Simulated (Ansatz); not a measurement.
# Pb2O, one structure, two calculations

Cell: a structure deposited in the COD, whose atoms a relaxation with PBE at fixed cell left in place.

Space group Pn-3m:1 (No. 224); a = 5.3800 Å.

| site | Wyckoff | site symmetry | x | y | z |
| --- | --- | --- | --- | --- | --- |
| Pb | 4b | .-3m | 0.2500 | 0.2500 | 0.2500 |
| O | 2a | -43m | 0.0000 | 0.0000 | 0.0000 |

One atom of each set is listed.

First run. Computed with Ansatz: DFT, PBE, plane waves and PAW, scalar-relativistic, 420 eV cutoff, Γ-centred 6×6×6 k-points, Fermi–Dirac smearing 0.05 eV.

| site | V_zz (10²¹ V/m²) | η |
| --- | --- | --- |
| Pb | -15.00 | 0.00 |

Second run. The same atoms and settings, except that the functional is r2SCAN and the cutoff is 500 eV.

**Question.** What does the second run give?

**Answer.** 

| site | V_zz | η | change of V_zz |
| --- | --- | --- | --- |
| Pb | -11.43 | 0.00 | +3.57 |

The largest change of V_zz is on Pb, from -15.00 to -11.43. In per cent, |V_zz| changes by -24 on Pb (all sites that start above 2). Sites without a gradient aren't listed.

With no gap above 0.1 eV, as in a metal, the gradients converge slowly in k; expect changes of a tenth or more on a denser mesh. Spin–orbit coupling is left out, which shifts gradients on Pb by a few per cent in wide-gap crystals, and can shift them far more where the calculated gap is small or absent, as here.
